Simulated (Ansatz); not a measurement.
With the program Ansatz at the PBEsol level (PAW), TaN in the hexagonal phase (P-62m; Ta on 1a, Ta on 2d, N on 3f) relaxes to a = 5.180 Å, c = 2.894 Å. Ta on 1a has 3 nearest neighbours from 2.04 Å (trigonal planar); Ta on 2d has 6 nearest neighbours from 2.15 Å (trigonal prismatic). Against the elements it lies at -1.34 eV/atom, with no fitted shifts.

Electronic character: metallic (no gap). Gap from PBEsol with spin–orbit coupling: none (metallic).

The bulk modulus is 328 GPa. The highest mode at Γ lies at 21.08 THz.

The cell was relaxed with PBEsol under the symmetry of its start. No spin polarisation was allowed. As this level gives no gap, phonon frequencies hold no LO–TO term and depend on the k-mesh and smearing (Fermi–Dirac, 0.1 eV here). The references are the lowest solids computed at this level, not always the standard phases (solids in place of the gases). Scalar-relativistic: spin–orbit coupling is off unless named, which matters more the heavier the elements.

Potentials: the earlier of the program's two PAW sets. The files were generated under PBE; for other functionals the program regenerates the frozen cores, and for LDA and PBEsol the local potential too.
